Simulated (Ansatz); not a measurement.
Ta:
```
CELL_PARAMETERS angstrom
      0.00000     3.00048     3.00048
      3.00048     0.00000     3.00048
      3.00048     3.00048     0.00000
ATOMIC_POSITIONS crystal
  Ta 0.00000 0.00000 0.00000
  Ta 0.25000 0.25000 0.25000
```

Relaxed with PBEsol. Special points in fractions of this cell's reciprocal vectors: Γ (0.000, 0.000, 0.000); X (0.500, 0.000, 0.500); U (0.625, 0.250, 0.625); K (0.375, 0.375, 0.750); L (0.500, 0.500, 0.500); W (0.500, 0.250, 0.750).

**Question.** List the band energies nearest the Fermi level at these points for the program Ansatz at the PBEsol level (PAW).

**Answer.** In eV from the Fermi level; about four levels below and three above (degenerate sets whole), none deeper than 8.9 eV; points with the same levels are listed once.

```json
[
 {"k": "Γ", "below": "-1.07 -1.07 -0.27 -0.27 -0.27", "above": "2.13 2.13 2.13"},
 {"k": "X", "below": "-0.94 -0.94 -0.25 -0.25", "above": "1.85 1.85 4.49 4.49"},
 {"k": "U", "below": "-1.75 -1.49 -0.72 -0.69", "above": "1.06 1.36 1.72"},
 {"k": "L", "below": "-0.93 -0.93 -0.36 -0.36 -0.02", "above": "3.35 3.35 5.03 5.03"},
 {"k": "W", "below": "-2.11 -2.11 -1.13 -1.13", "above": "0.67 0.67 0.96 0.96"}
]
```

Space group Fd-3m (diamond). The start of the workflow was typed in or built on a structure type; neither database checked (COD, Materials Project) lists it. It is not the phase usual at ambient conditions (space group No. 229). The cell was relaxed with PBEsol under the symmetry of its start. At this level the phase is mechanically unstable. The run is not spin-polarised. Scalar-relativistic: spin–orbit coupling is off unless named, which matters more the heavier the elements.

Potentials: the earlier of the program's two PAW sets. The files were generated under PBE; for other functionals the program regenerates the frozen cores, and for LDA and PBEsol the local potential too.
